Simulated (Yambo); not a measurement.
Rb$_{3}$RhF$_{6}$ (space group Fm-3m, No. 225), G0W0@LDA (Yambo, plasmon pole, terminator in G, 2×2×2 mesh): gap X → X in eV by bands and screening block.

| bands (W and G) | 2 Ry | 3 Ry | 4 Ry | 6 Ry | 7 Ry |
|---|---|---|---|---|---|
| 76 | 6.64 | … | 6.10 | 6.02 | 6.02 |
| 113 | … | … | 5.88 | 5.81 | 5.81 |
| 162 | 6.34 | 5.94 | 5.82 | 5.75 | 5.74 |
| 221 | 6.33 | 5.92 | 5.79 | 5.71 | 5.71 |
| 282 | 6.35 | 5.93 | 5.80 | 5.72 | 5.72 |

**Question.** Estimate the withheld gaps from their neighbours; the computed values follow.

**Answer.** 
- 76, 3 Ry: 6.23
- 113, 2 Ry: 6.39
- 113, 3 Ry: 6.01

The largest settings aren't shown to be the converged limit.

Spin-orbit coupling is not included.

Geometry of the Materials Project entry, not relaxed at this level; primitive cell a = b = c = 6.4438 Å, α = β = γ = 60.00°.

The structure is a Materials Project entry; no match was found in the copy of COD used, and its stability was not checked.
